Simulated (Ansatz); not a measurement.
## Lattice vibrations of TiW₂ at Γ

Method: DFT PBE, scalar-relativistic, plane waves, PAW (Ansatz 0.2.0). Cutoff 420 eV, 20×20×20 k-points (Γ-centred), Fermi-Dirac smearing of 0.15 eV. No spin polarisation. Phonons by linear response, acoustic sum rule imposed.

Relaxed structure:
```yaml
crystal:
  lattice:
    - [-1.58869, 1.58869, 4.79996]
    - [1.58869, -1.58869, 4.79996]
    - [1.58869, 1.58869, -4.79996]
  atoms:
    - { symbol: Ti, position: [0.50000, 0.50000, 0.00000] }
    - { symbol: W, position: [0.82770, 0.82770, 0.00000] }
    - { symbol: W, position: [0.17230, 0.17230, 0.00000] }
```

It was reached by relaxing an invented guess, and it needn't be the stable form of this composition. In a metal, frequencies depend on the k mesh and the smearing, soft modes most. Spin–orbit coupling is left out, which matters for heavy elements.

Optical modes at Γ:
```csv
frequency (meV),degeneracy
18.9,2
23.4,1
28.3,2
32.2,1
```

All 6 optical modes at Γ are real: no displacement of atoms at fixed cell lowers the energy to second order. Strains and modes at other wave vectors aren't tested by this run.
